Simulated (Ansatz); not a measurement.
TiSi₂:
```
CELL_PARAMETERS angstrom
      0.00000     2.97407     2.97407
      2.97407     0.00000     2.97407
      2.97407     2.97407     0.00000
ATOMIC_POSITIONS crystal
  Ti 0.00000 0.00000 0.00000
  Si 0.25000 0.25000 0.25000
  Si 0.75000 0.75000 0.75000
```

Relaxed with PBE. Special points in fractions of this cell's reciprocal vectors: Γ (0.000, 0.000, 0.000); X (0.500, 0.000, 0.500); U (0.625, 0.250, 0.625); K (0.375, 0.375, 0.750); L (0.500, 0.500, 0.500); W (0.500, 0.250, 0.750).

Problem. List the band energies nearest the Fermi level at these points for PBE in the plane-wave PAW code Ansatz.

Solution. In eV from the Fermi level; about four levels below and three above (degenerate sets whole), none deeper than 8.9 eV; points with the same levels are listed once.

```tsv
k	below	above
Γ	-3.26 -3.26 -3.26 -2.34	0.10 0.10 3.68 3.68 3.68
X	-2.92 -2.92 -0.06 -0.06 -0.02	1.10 3.58 4.86
U	-5.13 -2.99 -2.66 -0.63	0.12 0.84 1.27
L	-2.59 -2.59 -0.79 -0.34 -0.34	0.61 0.61 1.05
W	-4.64 -1.15 -1.15 -0.04	0.83 1.50 4.05 4.05
```

Space group Fm-3m (fluorite). The cell is a constructed one: a structure type filled with these elements; neither database checked (COD, Materials Project) lists it. It is not the phase usual at ambient conditions (space group No. 63, 70). Symmetry was held in the PBE relaxation; whether a distortion lowers the energy is not shown. No spin polarisation was allowed.

Potentials: the later of the program's two PAW sets.
